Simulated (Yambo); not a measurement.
Yambo run on Rb2NaAlF6 (space group Fm-3m, No. 225). The wavefunctions are LDA (pw.x of Quantum ESPRESSO, ONCV potentials, without SOC) ones on a 2×2×2 mesh (36 occupied bands); a = 5.975 Å, b = 5.975 Å, c = 5.975 Å, α = 60.00°, β = 60.00°, γ = 60.00°.

Yambo input:

```
rim_cut
HF_and_locXC
RandQpts= 100000
RandGvec= 1 Ry
EXXRLvcs= 88 Ry
VXCRLvcs= 352 Ry
% QPkrange
 1 | 1 | 36 | 37 |
%
```

k points by index: 1 = Γ.

The o-*.hf file then holds:

```
#    K-point    Band    Eo [eV]    Ehf [eV]    Vxc [eV]    Vnlxc [eV]
#
    1    36    0.000000    -7.953374    -22.52245    -30.47582
    1    37    6.448009    11.36644    -10.17313    -5.254696
```
Exchange alone, without screening.

Geometry of the Materials Project entry, not relaxed at this level.

The structure is a Materials Project entry; no match was found in the copy of COD used, and its stability was not checked.
